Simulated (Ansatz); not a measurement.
Hf$_{2}$N: strain energy, fitted

Hf$_{2}$N, P4_2/mnm, a = 5.296 Å, c = 3.227 Å. The structure is a Materials Project entry; whether it is the stable form wasn't checked. Ansatz: PBEsol, PAW, 420 eV, Γ-centred 8×8×12 mesh on 6 atoms, Gaussian smearing 0.10 eV; no spin polarisation. Series: equal strain along all axes, cell held, atoms relaxed; x is the strain in per cent. y is the free energy over the unstrained cell, V0 = 15.084 Å³/atom.

| x (%) | y (meV/atom) |
| --- | --- |
| -3.0 | 85.89 |
| -2.0 | 36.93 |
| -1.0 | 8.92 |
| 0.0 | 0.00 |
| 1.0 | ? |
| 2.0 | 32.80 |
| 3.0 | 71.45 |

Q: Fit y = c2 x² + c3 x³ to the other rows, turn c2 into a modulus, and predict the missing energy.

A: Least squares on the rows shown. y = 8.7366 x² − 0.26661 x³. In eV per unit strain² c2 is 87.37; the stiffness is B for this strain (E = 9/2 B V0 ε², shape held): 2 × 87.37 × 160.2 / (9 × 15.084) = 206 GPa. At x = 1.0 the fit asked for gives 8.47 meV/atom. The run gave 8.50 meV/atom, so the fit is 0.03 meV/atom too low, within the rms miss on the fitted rows (0.08 meV/atom).

Spin–orbit coupling is left out, which can shift energies with elements as heavy as these.